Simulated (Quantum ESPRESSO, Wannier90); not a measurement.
**Wannier functions of Ge₂Mo (I4/mmm)**

```yaml
crystal:
  lattice:
    - [0.00000, -3.32019, 0.00000]
    - [3.32019, 0.00000, 0.00000]
    - [-1.66010, 1.66010, 4.09319]
  atoms:
    - { symbol: Ge, position: [0.66167, 0.66167, 0.32334] }
    - { symbol: Ge, position: [0.33833, 0.33833, 0.67666] }
    - { symbol: Mo, position: [0.00000, 0.00000, 0.00000] }
```

Cell from Materials Project (mp-10201), symmetrised, no further relaxation. Not found in the COD (Crystallography Open Database) copy used, which has the formula in other groups; not checked further. Method: LDA plane waves in Quantum ESPRESSO 7.5 (PseudoDojo norm-conserving files, 64 Ry, no spin polarisation, no spin-orbit coupling), Bloch states on a 10×10×10 mesh through Γ, Wannier90 4.0.1. Density: 10×10×10 mesh, cold smearing 0.01 Ry. Spin-orbit coupling, left out, would split the p-like bands by a few tenths of an eV.

Base run: 17 functions from bands 15-41 of the 41 computed, start hydrogen-like Ge: s;p; Mo: s;p;d, frozen window up to 1.50 eV relative to the Fermi level, outer window open. One thing is changed at a time; window edges are relative to the Fermi level. The misfit compares interpolated bands with pw.x on a high-symmetry path, for states up to 1.0 eV relative to the Fermi level. Converged means that the tolerances were met: symmetric starts can stop on a saddle, which shows as a larger Ω_OD at equal Ω_I and can move the misfit too.

| setting | functions | frozen to (eV) | Ω_I (Å²) | Ω_D (Å²) | Ω_OD (Å²) | rms misfit (meV) | worst (meV) | ended |
|---|---|---|---|---|---|---|---|---|
| base | 17 | 1.50 | 20.40 | 0.00 | 5.01 | 1.1 | 5.4 | converged |
| frozen window to 2.50 eV | 17 | 2.50 | 20.50 | 0.00 | 5.02 | 0.8 | 5.4 | converged |
| frozen window to -1.50 eV | 17 | -1.50 | 20.27 | 0.00 | 4.92 | 16 | 110 | converged |
| frozen window to -0.50 eV | 17 | -0.50 | 20.31 | 0.00 | 4.99 | 8.7 | 109 | converged |
| no frozen window | 17 | none | 19.60 | 0.00 | 4.56 | 276 | 1044 | converged |
| outer window to 20.34 eV | 17 | 1.50 | 25.39 | 0.02 | 6.15 | 1.6 | 14 | converged |

Runs of this sweep that didn't settle are not listed.
